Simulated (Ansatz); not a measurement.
ReC (CsCl type, space group No. 221), the program Ansatz at the PBEsol level (PAW), all energies at zero smearing, with the estimated change up to a 700 eV cutoff added, with one set of potentials and settings (totals compare only within such a set). Cell of 2 atoms (1 Re, 1 C): -10982.010 eV.

```
element                reference phase  E (eV/atom)
-------  -----------------------------  -----------
Re       P6_3/mmc, 4 atoms in the cell  -10737.2524
C        P6_3/mmc, 4 atoms in the cell    -246.6950
```

Formation energy per atom, worked out: (-10982.010 − 1×(-10737.2524) − 1×(-246.6950))/2 = 0.969 eV/atom (93 kJ per mol of atoms), at 0 K, without zero-point energy or fitted corrections.

Space group Pm-3m (CsCl type). The cell is a constructed one: a structure type filled with these elements; neither database checked (COD, Materials Project) lists it. Whether it is the stable phase at ambient conditions was not checked. The PBEsol relaxation kept the symmetry of its start. At this level the phase is dynamically unstable (imaginary phonons). No spin polarisation was allowed. The references are the lowest solids computed at this level, not always the standard phases. Spin–orbit coupling is left out wherever it is not named.

Potentials: the later of the program's two PAW sets.
